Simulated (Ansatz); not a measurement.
# AlRu: energy along a strain

AlRu, Pm-3m, a = 2.992 Å (as given, not relaxed at this level: -2.0 GPa). The structure is a COD entry; whether it is the stable form wasn't checked. Ansatz: r2SCAN, PAW, 500 eV, Γ-centred 16×16×16 mesh on 2 atoms, Gaussian smearing 0.15 eV; no spin polarisation. Cell vectors (Å): 2.992 0.000 0.000; 0.000 2.992 0.000; 0.000 0.000 2.992. The cell is strained by x per cent times the pattern (0 0 1 0 0 0) in the order xx yy zz yz xz xy (engineering shears), with fractional coordinates held. y is the free energy over the start, V0 = 13.387 Å³/atom.

```tsv
x (%)	y (meV/atom)
-2.00	2.59
-1.50	0.80
-1.00	-0.21
-0.50	-0.46
0.00	0.00
0.50	1.16
1.00	3.00
1.50	?
1.75	6.96
2.00	8.59
```

Problem. Fit y = c1 x + c2 x² + c3 x³ to the other rows, get the stiffness along the pattern, and predict the missing energy.

Solution. Least squares on the rows shown. y = 1.638 x + 1.397 x² − 0.03434 x³. The clamped-ion stiffness p·C·p = 2 × 13.97 eV × 160.2 / 13.387 Å³ = 334 GPa, which is C33 in these axes (C11 of the cubic crystal) (second derivative at the start, which stands under stress). At x = 1.50 the fit asked for gives 5.48 meV/atom. The run gave 5.48 meV/atom, the same to the digits shown.